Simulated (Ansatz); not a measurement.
BaTiO₃ in space group P4mm (No. 99; Ba on 1b, Ti on 1a, O on 2c, O on 1a), DFT-LDA in the program Ansatz with PAW potentials. The conduction-band minimum lies at Γ, with 1 equivalent valley. Second derivatives d²E/dk² of the lowest band at one valley (eV·Å²), along Cartesian directions:

```csv
direction,d²E/dk²
[100],19.81
[010],19.81
[001],1.071
[110],19.80
[101],10.44
[011],10.44
```

Find the principal effective masses, the density-of-states mass and the conductivity mass.

Off-diagonal terms follow from H_xy = H[110] − (H_xx + H_yy)/2, and m*/mₑ = 7.620 eV·Å² over each eigenvalue: 0.38, 0.38, 7.1. One valley's DOS mass (m₁m₂m₃)^(1/3) = 1.0, conductivity mass 3/(Σ 1/mᵢ) = 0.56 mₑ.

What effective density of states Nc follows at 300 K for parabolic valleys?

Nc = 2.509e19 × 1 × (1.0)^(3/2) ≈ 2.5e19 cm⁻³.

The cell was relaxed with LDA under the symmetry of its start. At this level the phase is dynamically unstable (imaginary phonons). The run is not spin-polarised. Scalar-relativistic: spin–orbit coupling is off unless named, which matters more the heavier the elements.

Potentials: the earlier of the program's two PAW sets.

Edges and masses are those of Kohn–Sham bands, whose gap is no quasiparticle gap.
